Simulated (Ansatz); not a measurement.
## 4 guesses for SnTe₅ and where they end

Theory: DFT PBE, scalar-relativistic, plane waves, PAW in Ansatz. Settings: cutoff 420 eV, Γ-centred meshes spaced at most about 0.3 Å⁻¹, and about 0.25 Å⁻¹ or finer for metals (2π included), Gaussian smearing. No spin polarisation in the final relaxations.

Each guess was relaxed in cell and atoms at zero pressure, within the symmetry of its start. Temperature and zero-point effects are left out. Coordination counts Te atoms around Sn (those within 1.25 times the shortest such distance or 1.15 times the sum of covalent radii; a plus sign parts nearer from farther groups; the shortest distance is added where it is long for a bond).

```
guess   made from  start group  V start (Å³/atom)  end group  V end (Å³/atom)  coordination at the end  gap on mesh (eV)  E over the lowest end (meV/atom)
    1  Mg5Pd type        P-62m               38.7      P-62m             31.5                     Sn 6                 0                                25
    2  Hf5Pb type       P4/mmm               35.5     P4/mmm             28.8        Sn 8+2 from 3.3 Å                 0                               113
    3  ErCu5 type        F-43m               31.5          ?                ?                        ?                 ?                                 ?
    4  Mg5Zn type          R32               41.7        R32             32.4                     Sn 6                 0                                 0
```

Guess 3 as it starts:

```xyz
6
Lattice="0.0000 4.5528 4.5528 4.5528 0.0000 4.5528 4.5528 4.5528 0.0000" Properties=species:S:1:pos:R:3 pbc="T T T"
Sn    0.0000    0.0000    0.0000
Te    6.8291    6.8291    6.8291
Te    5.6821    5.6821    3.4234
Te    5.6821    3.4234    5.6821
Te    3.4234    3.4234    3.4234
Te    3.4234    5.6821    5.6821
```

Task: Predict the end of this guess and its energy over the lowest end.

Result: It ends in space group F-43m (No. 216), with a = 9.024 Å, 30.6 Å³/atom and no gap. It lies 0.34 eV/atom over the lowest end, above guess 2 and so the highest of the set. Counting Te atoms around Sn, this end has Sn 16 from 3.7 Å and the lowest (guess 4) has Sn 6.

```
Sn Te
1.0
     0.00000    4.51214    4.51214
     4.51214    0.00000    4.51214
     4.51214    4.51214    0.00000
Sn Te
1 5
Direct
  0.00000 0.00000 0.00000
  0.25000 0.25000 0.25000
  0.62418 0.62418 0.62418
  0.12746 0.62418 0.62418
  0.62418 0.12746 0.62418
  0.62418 0.62418 0.12746
```

Formation energies are uncorrected and refer to the elements' standard structures at the same level. The references include grey tin.

Task: Is the lowest end bound against the elements?

Result: No: its formation energy is +0.09 eV/atom. It can't be a ground state, since the elements alone are lower.

Spin–orbit coupling, which can matter for Te, is left out. A magnetic state wasn't ruled out in cells without spin, among them F-43m. The reference form of Te is held partly by dispersion forces, which this level lacks. Cells relaxed within their symmetry can be saddle points. A lower structure may well exist outside this small set. Some structure types and database cells were kept out of the candidates from the start, so a known form may be missing.
